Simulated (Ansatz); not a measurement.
Method: DFT PBE, scalar-relativistic, plane waves, PAW (Ansatz). Settings: cutoff 420 eV, Γ-centred meshes spaced at most about 0.3 Å⁻¹, and about 0.25 Å⁻¹ or finer for metals (2π included), Gaussian smearing. Collinear spin in cells that started with moments and kept them past the coarse steps, no spin elsewhere.

These are static total energies at zero pressure. All come from trial cells, and lower structures may exist.

**Question.** Which of these relaxed structures of MnB3Ir is the lowest in energy?
1.

Space group P6/mmm (No. 191). a = 3.912 Å, b = 3.912 Å, c = 4.562 Å, α = 90.00°, β = 90.00°, γ = 120.00°
| atom | site | symmetry | x | y | z |
| --- | --- | --- | --- | --- | --- |
| Mn | 1a | 6/mmm | 0.0000 | 0.0000 | 0.0000 |
| B | 3f | mmm | 0.5000 | 0.0000 | 0.0000 |
| Ir | 1b | 6/mmm | 0.0000 | 0.0000 | 0.5000 |

2.

Space group Pm-3m (No. 221). a = 4.077 Å, b = 4.077 Å, c = 4.077 Å, α = 90.00°, β = 90.00°, γ = 90.00°
```json
{"atom": "Mn", "site": "1a", "symmetry": "m-3m", "x": "0.0000", "y": "0.0000", "z": "0.0000"}
{"atom": "B", "site": "3c", "symmetry": "4/mm.m", "x": "0.0000", "y": "0.5000", "z": "0.5000"}
{"atom": "Ir", "site": "1b", "symmetry": "m-3m", "x": "0.5000", "y": "0.5000", "z": "0.5000"}
```

3.

Space group Pm-3m (No. 221). a = 3.721 Å, b = 3.721 Å, c = 3.721 Å, α = 90.00°, β = 90.00°, γ = 90.00°
```json
{"atom": "Mn", "site": "1b", "symmetry": "m-3m", "x": "0.5000", "y": "0.5000", "z": "0.5000"}
{"atom": "B", "site": "3c", "symmetry": "4/mm.m", "x": "0.0000", "y": "0.5000", "z": "0.5000"}
{"atom": "Ir", "site": "1a", "symmetry": "m-3m", "x": "0.0000", "y": "0.0000", "z": "0.0000"}
```

**Answer.** 1. It has space group P6/mmm (No. 191); the next, 2, with the antiperovskite type, space group Pm-3m (No. 221), lies 129 meV/atom higher. Largest moments: 1 no spin, 2 4.1 μB, 3 0.0 μB. Counting B atoms around Ir and Mn (those within 1.25 times the shortest such distance or 1.15 times the sum of covalent radii, 1.27 where that leaves under three; the shortest distance is added where it exceeds 1.18 times the sum of covalent radii), the lowest has Mn 6, Ir 12 from 3.0 Å and the next has Mn 12 from 2.9 Å, Ir 6. The lowest holds B–B nets (shortest 1.96 Å); in the next the shortest B–B distance is 2.88 Å. Even the lowest lies +0.93 eV/atom against the elements.

These runs have no spin–orbit coupling, which can matter for Ir. The magnetic state reached may not be the lowest. Trial moments died out on the coarse mesh in P6/mmm; another magnetic start might hold. Cells relaxed within their symmetry can be saddle points. Some types were kept out of the candidates beforehand, so the set may lack a known form.
